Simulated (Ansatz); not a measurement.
TiO$_{2}$:
Space group Pbca (No. 61); a = 5.1700 Å, b = 9.2586 Å, c = 5.5038 Å, α = β = γ = 90.00°

| atom | site | symmetry | x | y | z |
|---|---|---|---|---|---|
| Ti | 8c | 1 | 0.1377 | 0.3710 | 0.4083 |
| O | 8c | 1 | 0.3169 | 0.4898 | 0.1483 |
| O | 8c | 1 | 0.4640 | 0.2702 | 0.3917 |

Relaxed with PBE.

Task: Which orbitals make up the states near the band edges in PBE in the plane-wave PAW code Ansatz?

Result: Top 1 eV of the valence band: O 2p 92 %, Ti 3d 6 %. Bottom 1 eV of the conduction band: Ti 3d 89 %, O 2p 9 %. Projections are on Löwdin-orthogonalised atomic valence shells; empty p or d shells of many metals are not among them.

Task: Tabulate the density of states.

Result: States/eV per cell of 24 atoms, in 0.25 eV bins, energy from the valence-band maximum.

```tsv
E (eV)	total	O 2p	Ti 3d	O 2s
-4.95	0.00	0.00	0.00	0.00
-4.70	8.40	5.83	1.79	0.04
-4.45	26.80	18.50	6.35	0.14
-4.20	24.82	17.31	6.37	0.13
-3.95	24.66	17.69	6.10	0.10
-3.70	27.96	20.17	6.94	0.12
-3.45	20.76	15.23	4.88	0.12
-3.20	15.93	11.69	3.70	0.12
-2.95	18.23	13.69	3.87	0.20
-2.70	17.53	13.52	3.24	0.22
-2.45	20.29	16.12	3.30	0.24
-2.20	18.78	15.13	2.95	0.21
-1.95	17.74	14.69	2.41	0.18
-1.70	21.07	18.01	2.36	0.17
-1.45	22.34	19.49	2.20	0.14
-1.20	21.73	18.90	2.33	0.11
-0.95	25.44	22.74	2.23	0.10
-0.70	25.07	23.08	1.60	0.09
-0.45	17.32	16.21	0.90	0.04
-0.20	9.01	8.51	0.41	0.01
0.05	0.12	0.12	0.00	0.00
0.30	0.00	0.00	0.00	0.00
0.55	0.00	0.00	0.00	0.00
0.80	0.00	0.00	0.00	0.00
1.05	0.00	0.00	0.00	0.00
1.30	0.00	0.00	0.00	0.00
1.55	0.00	0.00	0.00	0.00
1.80	0.00	0.00	0.00	0.00
2.05	0.00	0.00	0.00	0.00
2.30	0.06	0.00	0.05	0.00
2.55	3.14	0.25	2.85	0.01
2.80	28.52	2.22	25.72	0.20
3.05	34.17	3.01	30.47	0.24
3.30	28.23	3.52	24.05	0.23
3.55	22.12	3.50	18.00	0.22
3.80	24.43	4.65	19.09	0.20
4.05	25.51	5.57	19.08	0.19
4.30	20.82	5.16	14.74	0.14
4.55	5.00	1.31	3.39	0.03
4.80	0.31	0.02	0.23	0.04
5.05	8.25	0.82	6.11	1.03
5.30	13.30	1.74	9.60	1.47
5.55	12.03	2.12	8.42	1.07
5.80	13.87	3.07	9.37	0.95
6.05	14.91	3.71	9.87	0.83
6.30	17.45	4.94	11.21	0.71
6.55	13.63	4.17	8.60	0.42
6.80	8.67	2.83	5.40	0.17
```

The PBE relaxation kept the symmetry of its start. The run is not spin-polarised.

Potentials: the later of the program's two PAW sets.
